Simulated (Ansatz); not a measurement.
Relaxed-ion elastic tensor of In2Au (fluorite or antifluorite type, space group No. 225) in GPa (Voigt order), DFT-PBEsol in the program Ansatz with PAW potentials; density 10.15 g/cm³, 23.27 Å³ per atom.

```
93.6  56.7  56.7   0.0   0.0   0.0
56.7  93.6  56.7   0.0   0.0   0.0
56.7  56.7  93.6   0.0   0.0   0.0
 0.0   0.0   0.0  25.5   0.0   0.0
 0.0   0.0   0.0   0.0  25.5   0.0
 0.0   0.0   0.0   0.0   0.0  25.5
```

### Question
Is the crystal mechanically stable?

### Answer
Yes: the smallest eigenvalue of C is 25.5 GPa.

### Question
Work out the Voigt, Reuss and Hill averages.

### Answer
K_V = 69.0, K_R = 69.0, K_H = 69.0; G_V = 22.7, G_R = 22.1, G_H = 22.4 GPa.

### Question
Give Young's modulus, Poisson's ratio, Pugh's ratio and the universal anisotropy index.

### Answer
E = 9KG/(3K + G) = 60.6 GPa; ν = 0.35; K/G = 3.08 (ductile by the Pugh limit of 1.75); A_U = 5G_V/G_R + K_V/K_R − 6 = 0.13.

### Question
Estimate the sound speeds and the Debye temperature.

### Answer
v_l = √((K + 4G/3)/ρ) = 3120 m/s, v_t = √(G/ρ) = 1490 m/s, mean 1670 m/s; Θ = (h/k)(3n/4πV)^(1/3) v_m = 174 K.

### Question
Give the Zener ratio and Young's modulus along [100], [110] and [111].

### Answer
A = 2C44/(C11 − C12) = 1.38; 1/E = S11 − 2(S11 − S12 − S44/2)Γ with Γ = 0, 1/4, 1/3 gives 50.8, 62.7, 68.0 GPa.

Space group Fm-3m (fluorite or antifluorite type). The workflow started from a Materials Project entry (that database holds measured and hypothetical structures alike); the Crystallography Open Database files this formula in space group No. 225, but the cells were not matched. Whether it is the stable phase at ambient conditions was not checked. The PBEsol relaxation kept the symmetry of its start; of distortions, only those at the zone centre were tested. As this level gives no gap, shear constants depend on the k-mesh and smearing (Fermi–Dirac, 0.1 eV here). Scalar-relativistic: spin–orbit coupling is off unless named, which matters more the heavier the elements.

Potentials: the later of the program's two PAW sets.
